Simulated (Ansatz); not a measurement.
PbS:
```
CELL_PARAMETERS angstrom
      4.09302     0.00000     0.00000
     -2.04651     3.54466     0.00000
      0.00000     0.00000     7.54038
ATOMIC_POSITIONS crystal
  Pb 0.00000 0.00000 0.98601
  Pb 0.00000 0.00000 0.48601
  S  0.33333 0.66667 0.19319
  S  0.66667 0.33333 0.69319
```

Relaxed with r²SCAN+D4. Special points in fractions of this cell's reciprocal vectors: Γ (0.000, 0.000, 0.000); M (0.500, 0.000, 0.000); K (0.333, 0.333, 0.000); A (0.000, 0.000, 0.500); L (0.500, 0.000, 0.500); H (0.333, 0.333, 0.500).

Q: List the band energies nearest the valence-band maximum at these points for DFT-r²SCAN+D4 with spin–orbit coupling in the program Ansatz with PAW potentials.

A: In eV from the valence-band maximum; about four levels below and three above (degenerate sets whole), none deeper than 8.9 eV; points with the same levels are listed once.

```tsv
k	below	above
Γ	-1.75 -1.75 -0.11 -0.11	0.81 0.81 2.63 2.63
M	-1.77 -1.77 -1.04 -1.04	0.41 0.41 2.29 2.29
K	-3.35 -3.34 -0.15 -0.15	2.30 2.30 2.66 2.66
A	-1.49 -1.49 -1.49 -1.49	2.13 2.13 2.13 2.13
L	-2.57 -2.57 -2.57 -2.57	2.20 2.20 2.20 2.20
H	-2.11 -2.11 -2.10 -2.10	0.54 0.54 1.49 1.49
```

Space group P6_3mc. The first step of the workflow began from a Materials Project structure, measured or hypothetical; the Crystallography Open Database copy checked does not list it. It is not the phase usual at ambient conditions (space group No. 225). The cell was relaxed with r²SCAN+D4 under the symmetry of its start; of distortions, only those at the zone centre were tested.

Potentials: the later of the program's two PAW sets.
